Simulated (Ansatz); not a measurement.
LiZn in space group Fd-3m (No. 227; Zn on 8b, Li on 8a) under volume change, DFT-r²SCAN in the program Ansatz with PAW potentials, scaled uniformly.

| V (Å³/atom) | E − E(relaxed) (meV/atom) | P (GPa) |
|---|---|---|
| 12.875 | 19.9 | 5.46 |
| 13.300 | ___ | ___ |
| 13.724 | ___ | ___ |
| 14.149 | 0.0 | -0.01 |
| 14.573 | 1.8 | -1.31 |
| 14.998 | 6.8 | -2.41 |
| 15.422 | 14.4 | -3.35 |

Task: Fill in the missing entries.

Result: 
- 13.300, E − E(relaxed) (meV/atom): 8.3
- 13.300, P (GPa): 3.33
- 13.724, E − E(relaxed) (meV/atom): 2.0
- 13.724, P (GPa): 1.53

Task: What does a third-order Birch–Murnaghan fit give for V₀, B₀ and B′?

Result: V₀ = 14.15 Å³/atom, B₀ = 47.0 GPa, B′ = 4.4.

The workflow started from an entry of the Crystallography Open Database (COD). Its standing as an ambient phase is unchecked. The r²SCAN relaxation kept the symmetry of its start; whether a distortion lowers the energy is not shown.

Potentials: the later of the program's two PAW sets.
